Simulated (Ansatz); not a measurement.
Theory: DFT PBE, scalar-relativistic, plane waves, PAW (Ansatz). Cutoff 420 eV, Γ-centred meshes of about 0.25 Å⁻¹ or finer for metals and 0.3 Å⁻¹ for insulators (2π included), Gaussian smearing. These runs have no spin polarisation.

All energies are static (0 K, no zero-point motion).

Two relaxed structures of Ti3Al3Cu2:

A.

```cif
data_structure
_symmetry_space_group_name_H-M 'P-62m'
_symmetry_Int_Tables_number 189
_cell_length_a 6.8698
_cell_length_b 6.8698
_cell_length_c 3.0266
_cell_angle_alpha 90.000
_cell_angle_beta 90.000
_cell_angle_gamma 120.000
_cell_volume 123.70
loop_
_atom_site_label
_atom_site_type_symbol
_atom_site_symmetry_multiplicity
_atom_site_Wyckoff_symbol
_atom_site_fract_x
_atom_site_fract_y
_atom_site_fract_z
_atom_site_occupancy
Ti1 Ti 3 g 0.40190 0.00000 0.50000 1
Al1 Al 3 f 0.76240 0.00000 0.00000 1
Cu1 Cu 2 c 0.33333 0.66667 0.00000 1
```

B.

```cif
data_structure
_symmetry_space_group_name_H-M 'P6_3/mcm'
_symmetry_Int_Tables_number 193
_cell_length_a 7.5191
_cell_length_b 7.5191
_cell_length_c 4.9813
_cell_angle_alpha 90.000
_cell_angle_beta 90.000
_cell_angle_gamma 120.000
_cell_volume 243.89
loop_
_atom_site_label
_atom_site_type_symbol
_atom_site_symmetry_multiplicity
_atom_site_Wyckoff_symbol
_atom_site_fract_x
_atom_site_fract_y
_atom_site_fract_z
_atom_site_occupancy
Ti1 Ti 6 g 0.21628 0.21628 0.75000 1
Al1 Al 6 g 0.41336 0.00000 0.75000 1
Cu1 Cu 4 d 0.66667 0.33333 0.50000 1
```

Question: Which would you expect to be lower, and how large is the difference?

Answer: A is lower, by 8 meV/atom. A has space group P-62m (No. 189), 15.5 Å³/atom and no gap on its mesh; B has space group P6_3/mcm (No. 193), 15.2 Å³/atom and no gap. Counting all near atoms (those within 1.25 times the shortest distance at each site; a plus sign parts nearer from farther groups), A has Ti 12, Al 12, Cu 9+2 and B has Ti 11+4, Al 11, Cu 8. In A, Ti has 4 Cu at 2.58 Å, 6 Al at 2.84–2.90 Å and 2 Ti at 3.03 Å; Al has 2 Cu at 2.68 Å, 2 Al at 2.83 Å, 6 Ti at 2.84–2.90 Å and 2 Al at 3.03 Å; Cu has 6 Ti at 2.58 Å, 3 Al at 2.68 Å and 2 Cu at 3.03 Å. In B, Ti has 5 Al at 2.69–2.90 Å, 6 Ti at 2.82–2.97 Å and 4 Cu at 3.29 Å; Al has 4 Cu at 2.59 Å, 5 Ti at 2.69–2.90 Å and 2 Al at 2.81 Å; Cu has 2 Cu at 2.49 Å, 6 Al at 2.59 Å and 6 Ti at 3.29 Å. Both come from trial cells of a structure search, whose lowest cell (P4/mmm, 15.0 Å³/atom) lies 34 meV/atom below the lower of the two.

For metals, differences of a few meV/atom aren't resolved. A magnetic state wasn't ruled out in cells without spin, among them P-62m, P6_3/mcm. Trial moments fell under 0.15 μB along the way in P-62m; another start might hold them. Cells relaxed within their symmetry can be saddle points. Some structure types and database cells were kept out of the candidates from the start, so a known form may be missing.
